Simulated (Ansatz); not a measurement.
Starting structure of a cell relaxation (symmetry kept):

```
Ta O
1.0
     6.33028   -3.49935    0.00000
     6.33028    3.49935    0.00000
    -3.78318    0.00000    6.08100
Ta O
6 15
Direct
  0.77814 0.25031 0.98482
  0.78820 0.78820 0.02517
  0.25031 0.77814 0.98482
  0.74062 0.74062 0.47234
  0.30816 0.30816 0.57178
  0.24398 0.24398 0.97849
  0.96202 0.96202 0.07957
  0.83239 0.83239 0.32145
  0.63172 0.09360 0.64986
  0.87170 0.45513 0.96481
  0.56513 0.16371 0.03054
  0.71427 0.71427 0.70632
  0.81873 0.42846 0.28853
  0.47217 0.47217 0.86342
  0.27915 0.27915 0.28508
  0.45513 0.87170 0.96481
  0.16371 0.56513 0.03054
  0.42846 0.81873 0.28853
  0.09360 0.63172 0.64986
  0.19313 0.19313 0.65844
  0.05941 0.05941 0.88015
```

Level of theory: DFT r2SCAN, scalar-relativistic, plane waves, PAW (Ansatz).

Plane waves to 500 eV, a k mesh through Γ of 4×4×4 on the computed 21-atom cell and Gaussian smearing (0.02 eV); no spin polarisation.

Task: What does it relax to?

Result: The volume falls by 0.05 Å³/atom to 12.78 Å³/atom, and the energy falls by 0.3 meV/atom. Final structure:
```cif
data_structure
_symmetry_space_group_name_H-M 'Cm'
_symmetry_Int_Tables_number 8
_cell_length_a 12.6460
_cell_length_b 6.9887
_cell_length_c 7.1487
_cell_angle_alpha 90.000
_cell_angle_beta 121.837
_cell_angle_gamma 90.000
_cell_volume 536.75
loop_
_atom_site_label
_atom_site_type_symbol
_atom_site_symmetry_multiplicity
_atom_site_Wyckoff_symbol
_atom_site_fract_x
_atom_site_fract_y
_atom_site_fract_z
_atom_site_occupancy
Ta1 Ta 4 b 0.98572 0.23595 0.01545 1
Ta2 Ta 2 a 0.71177 0.50000 0.97494 1
Ta3 Ta 2 a 0.76005 0.50000 0.52856 1
Ta4 Ta 2 a 0.69143 0.00000 0.42728 1
Ta5 Ta 2 a 0.75564 0.00000 0.02064 1
O1 O 2 a 0.53802 0.50000 0.92060 1
O2 O 2 a 0.66802 0.50000 0.67915 1
O3 O 4 b 0.63726 0.73102 0.35009 1
O4 O 4 b 0.83664 0.29199 0.03525 1
O5 O 4 b 0.63564 0.79948 0.96931 1
O6 O 2 a 0.78568 0.50000 0.29402 1
O7 O 4 b 0.87675 0.30515 0.71195 1
O8 O 2 a 0.52760 0.00000 0.13601 1
O9 O 2 a 0.72090 0.00000 0.71433 1
O10 O 2 a 0.80637 0.00000 0.34117 1
O11 O 2 a 0.94032 0.00000 0.11985 1
```

Spin–orbit coupling is left out, which can shift energies with elements as heavy as these.

Cost: 1 run of about 35 core-minutes, on Intel Xeon Processor @ 2.50GHz (Skylake/Cascade Lake) (shared hosts).